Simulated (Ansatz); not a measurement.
Relaxed-ion elastic tensor of Re (dhcp (α-La type), P6_3/mmc) in GPa (Voigt order), LDA in the plane-wave PAW code Ansatz; density 21.59 g/cm³, 14.32 Å³ per atom.

```csv
,1,2,3,4,5,6
1,690,288,237,0.0,0.0,0.0
2,288,690,237,0.0,0.0,0.0
3,237,237,741,0.0,0.0,0.0
4,0.0,0.0,0.0,192,0.0,0.0
5,0.0,0.0,0.0,0.0,192,0.0
6,0.0,0.0,0.0,0.0,0.0,201
```

Q: Is the crystal mechanically stable?

A: Yes: the smallest eigenvalue of C is 192 GPa.

Q: Work out the Voigt, Reuss and Hill averages.

A: K_V = 405, K_R = 405, K_H = 405; G_V = 208, G_R = 205, G_H = 206 GPa.

Q: Give Young's modulus, Poisson's ratio, Pugh's ratio and the universal anisotropy index.

A: E = 9KG/(3K + G) = 530 GPa; ν = 0.28; K/G = 1.96 (ductile by the Pugh limit of 1.75); A_U = 5G_V/G_R + K_V/K_R − 6 = 0.05.

Q: Estimate the sound speeds and the Debye temperature.

A: v_l = √((K + 4G/3)/ρ) = 5610 m/s, v_t = √(G/ρ) = 3090 m/s, mean 3450 m/s; Θ = (h/k)(3n/4πV)^(1/3) v_m = 423 K.

Q: How much does each axis shrink under pressure?

A: Linear compressibilities β_i = Σ_j S_ij (j = 1 to 3): x 0.82, y 0.82, z 0.82 per TPa.

The workflow started from a Materials Project entry (that database holds measured and hypothetical structures alike). Its sites differ from those of the usual phase in this space group: another stacking or structure type. The LDA relaxation kept the symmetry of its start; of distortions, only those at the zone centre were tested. The run is not spin-polarised. As this level gives no gap, shear constants depend on the k-mesh and smearing (Fermi–Dirac, 0.1 eV here). On the denser mesh and wider smearing of the elastic run this cell carries a stress of 0.4 GPa. Scalar-relativistic: spin–orbit coupling is off unless named, which matters more the heavier the elements.

Potentials: the later of the program's two PAW sets.
